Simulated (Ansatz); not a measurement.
SnO: computed properties

Theory: DFT PBE+D3(BJ), scalar-relativistic, plane waves, PAW in Ansatz 0.2.0.

Plane waves to 420 eV, a k mesh through Γ of 12×12×10 on the computed 4-atom cell and Gaussian smearing (0.10 eV); no spin polarisation.

The structure is relaxed at this level of theory with its symmetry kept.

The structure is tetragonal, space group P4/nmm (No. 129). Conventional cell: a = 3.837 Å, b = 3.837 Å, c = 4.759 Å, α = 90.00°, β = 90.00°, γ = 90.00°. Sn (site symmetry 4mm) has 4 O at 2.24 Å as nearest neighbours. Around O (site symmetry -4m2) lie 4 Sn at 2.24 Å.

```
Volume per atom                                   : 17.51 Å³
Kohn–Sham band gap                                : zero, with almost no states at the Fermi level
Density of states at the Fermi level              : 0.02 states/eV per cell (so small that it hangs on the mesh: a semimetal, or crossings between mesh points)
Löwdin character within 0.5 eV of the Fermi level : Sn 5s 34 %, O 2p 32 %, Sn 5p 26 %, unprojected 5 %
Bulk modulus                                      : 32 GPa
Its pressure derivative                           : 7.2
Bader charges (e)                                 : Sn (2 in the cell) 1.27, O (2 in the cell) -1.27
```